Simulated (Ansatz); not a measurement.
Al (fcc (Cu type), space group No. 225) at seven volumes, plane-wave PAW r²SCAN (Ansatz code), scaled uniformly. One row is withheld.

| V (Å³/atom) | P (GPa) |
|---|---|
| 14.473 | ? |
| 14.950 | 6.56 |
| 15.427 | 3.01 |
| 15.904 | 0.00 |
| 16.381 | -2.54 |
| 16.859 | -4.68 |
| 17.336 | -6.46 |

### Question
Fit the shown pressures and predict the withheld one.

### Answer
P = (3/2)B₀(x^(7/2) − x^(5/2))[1 + (3/4)(B′ − 4)(x − 1)] with x = (V₀/V)^(2/3). Least squares on the six rows gives V₀ = 15.903 Å³/atom, B₀ = 91.8 GPa, B′ = 4.70. At V = 14.473, x = 1.0648 and P = 10.80 GPa. The run itself gave 10.76 GPa.

Space group Fm-3m (fcc (Cu type)). The r²SCAN relaxation kept the symmetry of its start.

Potentials: the later of the program's two PAW sets.
